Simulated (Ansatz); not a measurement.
In the program Ansatz at the r²SCAN level (PAW), ZnO in the cubic phase (Pm-3n; Zn on 6c, O on 6d) relaxes to a = 5.580 Å. Its formation energy from the elements is -1.51 eV/atom, with no fitted shifts.

The Kohn–Sham gap is 1.38 eV (direct). The valence maximum lies at Γ and the conduction minimum at Γ. The screened hybrid HSE06 puts the gap at 2.70 eV. The electron mass is 0.25 mₑ (isotropic).

An equation-of-state fit gives a bulk modulus of 120 GPa. The relaxed-ion elastic constants in GPa are C11 = 188, C12 = 86.3, C44 = 17.1. The elastic constants imply a Debye temperature near 332 K. Bader charges are Zn +1.29, O -1.29 e.

The start of the workflow was typed in or built on a structure type; neither database checked (COD, Materials Project) lists it. It is not the phase usual at ambient conditions (space group No. 186). Symmetry was held in the r²SCAN relaxation; its stability against distortions is not shown here. The references are the lowest solids computed at this level, not always the standard phases (solids in place of the gases).

Potentials: the later of the program's two PAW sets.
